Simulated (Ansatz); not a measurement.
**K$_{2}$NaAlH$_{6}$, first-principles data**

K$_{2}$NaAlH$_{6}$:
```cif
data_H24Al4K8Na4
_chemical_formula_sum 'K8 Na4 Al4 H24'
_space_group_name_H-M_alt 'Fm-3m'
_space_group_IT_number 225
_space_group_name_Hall '-F 4 2 3'
_cell_length_a 8.00847
_cell_length_b 8.00847
_cell_length_c 8.00847
_cell_angle_alpha 90.000
_cell_angle_beta 90.000
_cell_angle_gamma 90.000
loop_
_atom_site_label
_atom_site_type_symbol
_atom_site_symmetry_multiplicity
_atom_site_Wyckoff_symbol
_atom_site_fract_x
_atom_site_fract_y
_atom_site_fract_z
_atom_site_occupancy
K1 K 8 c 0.25000 0.25000 0.25000 1
Na1 Na 4 b 0.50000 0.50000 0.50000 1
Al1 Al 4 a 0.00000 0.00000 0.00000 1
H1 H 24 e 0.00000 0.00000 0.22099 1
```
(The calculation used a cell of 10 atoms; values per cell refer to that cell.)

Space group Fm-3m (No. 225); conventional cell a = 8.008 Å, b = 8.008 Å, c = 8.008 Å, α = 90.00°, β = 90.00°, γ = 90.00°.

Method: DFT-PBEsol in the program Ansatz with PAW potentials. Structure relaxed to zero pressure with the same functional. Other levels are named where they apply.

### Cell and energy

- Volume per atom: 12.84 Å³
- Density: 1.74 g/cm³
- Formation energy from the elements (no fitted shifts): -0.27 eV/atom

### Electronic structure

- Band gap: 2.26 eV (indirect)
- Valence-band maximum: at X
- Conduction-band minimum: at Γ
- Smallest direct gap on the standard path: 2.73 eV
- Electron effective mass: 0.39 mₑ (isotropic)
- Weight of the conduction-edge state by species (Voronoi cells): H 54 %, Al 19 %, Na 18 %, K 9 %
- Hole effective mass: 0.71, 0.71, 1.7 mₑ (principal values)
- Weight of the valence-edge state by species (Voronoi cells): H 94 %, Al 3 %
- HSE06 gap on the PBEsol cell: 3.54 eV

### Mechanics

Bulk modulus (Birch–Murnaghan fit): 28.7 GPa
Pressure derivative B′: 4.2
Elastic constants (relaxed ions, GPa): C11 = 57.8, C12 = 14.3, C44 = 24.8
Mechanical stability: stable (all eigenvalues of C positive)
Hill bulk and shear moduli: 28.8 and 23.6 GPa
Young's modulus: 55.5 GPa
Poisson's ratio: 0.18
Debye temperature from the elastic constants: 516 K

### Dielectric response

Electronic dielectric constant ε∞ (DFPT): 3.36
Born charges (a third of the trace): K +1.05, Na +1.06, Al +1.99, H -0.86 e

### Charges

Bader charges: K +0.77, Na +0.79, Al +2.24, H -0.76 e

The workflow started from a Materials Project entry (that database holds measured and hypothetical structures alike); the Crystallography Open Database copy checked does not list it. Whether it is the stable phase at ambient conditions was not checked. The cell was relaxed with PBEsol under the symmetry of its start; its stability against distortions is not shown here. The references are the lowest solids computed at this level, not always the standard phases (solids in place of the gases).

Potentials: the later of the program's two PAW sets.
